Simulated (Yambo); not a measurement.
```
CELL_PARAMETERS angstrom
      4.76325     0.00000     0.00000
      0.00000     4.76325     0.00000
      0.00000     0.00000     4.76325
ATOMIC_POSITIONS crystal
  F  0.00000 0.50000 0.50000
  F  0.50000 0.00000 0.50000
  F  0.50000 0.50000 0.00000
  Sr 0.50000 0.50000 0.50000
  Cs 0.00000 0.00000 0.00000
```

Response from Yambo on norm-conserving PBEsol (Quantum ESPRESSO, 84 Ry, with spin-orbit coupling) bands: 4×4×4 mesh, 166 bands, 3 Ry local-field block, 0.2 eV broadening.

Task: Give the static electronic dielectric constant without and with local fields.

Result: 
| field along | ε(0), independent particles | ε(0), RPA with local fields | refractive index √ε |
|---|---|---|---|
| x | 2.41 | 2.17 | 1.47 |
Electronic (clamped-ion) response only. PBEsol gaps are usually too small, which raises these values. Convergence of the RPA response with its 4×4×4 mesh was not tested.

Geometry of the Materials Project entry, not relaxed at this level.

The structure is a Materials Project entry; no match was found in the copy of COD used, and its stability was not checked.
